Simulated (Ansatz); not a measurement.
Here is the system:

BaTiO3 (tetragonal-perovskite type, space group P4mm)

```xyz
5
Lattice="3.9554 0.0000 0.0000 0.0000 3.9554 0.0000 0.0000 0.0000 4.0444" Properties=species:S:1:pos:R:3 pbc="T T T"
Ti     1.9777     1.9777     1.8075
Ba     0.0000     0.0000     3.7687
O      1.9777     1.9777     3.6476
O      1.9777     0.0000     1.6690
O      0.0000     1.9777     1.6690
```

Scan: atom 4 (O, nearest neighbour Ti at 1.983 Å; its periodic images, 4.0 Å or more away, move with it) is displaced along Cartesian [110], direction (0.707, 0.707, 0.000) in Cartesian axes, by s. The other atoms stay.

Method: PBEsol (plane waves to 420 eV, PAW, scalar-relativistic; Ansatz, a quantum-chemistry and plane-wave program). k mesh 7×7×7 (Γ-centred), Fermi-Dirac smearing 0.05 eV. E stands for the smeared free energy. BaTiO3 is run without spin polarisation. BaTiO3 was relaxed with its symmetry unable to fall. ΔE is measured from the undisplaced structure.

The scan covers s from -0.200 to 0.200 Å in 11 points.

Problem. Is the energy the same for equal positive and negative displacements?

Solution. Even: the same for both signs. With its periodic images moving along, the atom's site symmetry in this cell is mm2.

Problem. What is the force constant k = d²E/ds² of this move at s = 0?

Solution. 6.08 eV/Å².

(A displaced cell: forces are minus the slopes of the energy, force constants its curvatures, and phonons follow from these.)
